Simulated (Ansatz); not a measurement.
Nb2AlC in space group P6_3/mmc (No. 194; Al on 2d, Nb on 4f, C on 2a), r²SCAN in the plane-wave PAW code Ansatz, all energies at zero smearing, with the estimated change up to a 700 eV cutoff added, with one set of potentials and settings (totals compare only within such a set). Cell of 8 atoms (2 Al, 4 Nb, 2 C): -19843.471 eV.

```csv
element,reference phase,E (eV/atom)
Al,"Fm-3m, 1 atoms in the cell",-540.4083
Nb,"Im-3m, 1 atoms in the cell",-4563.6321
C,"P6_3/mmc, 4 atoms in the cell",-251.6711
```

Formation energy per atom, worked out: (-19843.471 − 2×(-540.4083) − 4×(-4563.6321) − 2×(-251.6711))/8 = -0.598 eV/atom (-58 kJ per mol of atoms), at 0 K, without zero-point energy or fitted corrections.

The workflow started from a Materials Project entry (that database holds measured and hypothetical structures alike); the Crystallography Open Database copy checked does not list it. Whether it is the stable phase at ambient conditions was not checked. Symmetry was held in the r²SCAN relaxation; whether a distortion lowers the energy is not shown. No spin polarisation was allowed. The references are the lowest solids computed at this level, not always the standard phases.

Potentials: the later of the program's two PAW sets.
